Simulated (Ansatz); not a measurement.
Cd (hcp, Mg type)

```yaml
crystal:
  lattice:
    - [3.01606, 0.00000, 0.00000]
    - [-1.50803, 2.61198, 0.00000]
    - [0.00000, 0.00000, 5.81912]
  atoms:
    - { symbol: Cd, position: [0.33333, 0.66667, 0.75000] }
    - { symbol: Cd, position: [0.66667, 0.33333, 0.25000] }
```

The slice is a (0001) plane (indices of the conventional cell) through the point (0.667, 0.333, 0.250) (fractional), spanned by u = [110] and v = [1 -1 0] in vectors of this cell: u (3.02 Å) and v (5.22 Å, at 90° to u). It covers one period; positions are fractions (u, v).

These are PBE (plane waves to 420 eV, PAW, scalar-relativistic; Ansatz, a program for electronic structure) values and carry that method's errors. k mesh 18×18×8. Near the nuclei the fields are pseudised (PAW); where an atom keeps semicore shells as valence, they peak there. Cd was relaxed with its symmetry unable to fall. The relaxed volume of Cd is well above the measured one; the method has no dispersion term.

Three fields on this plane, each scaled to ten steps between its own extremes (0 low, 9 high; the total valence density on a logarithmic scale, the potential cut 8 eV below its top; x marks points blanked near nuclei; v = 0 in the bottom row):

Map A
```
|xxxx83138xxx|
|xxxx61016xxx|
|xxx7300037xx|
|875310001357|
|222122222122|
|001357875310|
|0137xxxxx731|
|126xxxxxxx62|
|138xxxxxxx83|
|139xxxxxxx93|
|138xxxxxxx83|
|016xxxxxxx61|
|0037xxxxx730|
|001357875310|
|222122222122|
|875310001357|
|xxx7310137xx|
|xxxx62126xxx|
|xxxx83138xxx|
|xxxx93139xxx|
```

Map B
```
|xxxx20302xxx|
|xxxx02420xxx|
|xxx0046400xx|
|100035553000|
|223321112332|
|874101210147|
|9710xxxxx017|
|730xxxxxxx03|
|411xxxxxxx11|
|303xxxxxxx30|
|302xxxxxxx20|
|420xxxxxxx02|
|6400xxxxx004|
|553000100035|
|112332223321|
|210147874101|
|xxx0179710xx|
|xxxx03730xxx|
|xxxx11411xxx|
|xxxx30303xxx|
```

Map C
```
|xxxx06860xxx|
|xxxx27972xxx|
|xxx0699960xx|
|003689998630|
|777877777877|
|998630003689|
|9960xxxxx069|
|972xxxxxxx27|
|860xxxxxxx06|
|850xxxxxxx05|
|860xxxxxxx06|
|972xxxxxxx27|
|9960xxxxx069|
|998630003689|
|777877777877|
|003689998630|
|xxx0699960xx|
|xxxx27972xxx|
|xxxx06860xxx|
|xxxx05850xxx|
```

Q: Assign the maps to these fields: electron localisation function (ELF); valence electron density; electrostatic potential energy of an electron, from the cell's mean.

A: A is the valence electron density; B is the electron localisation function (ELF); C is the electrostatic potential energy of an electron, from the cell's mean.
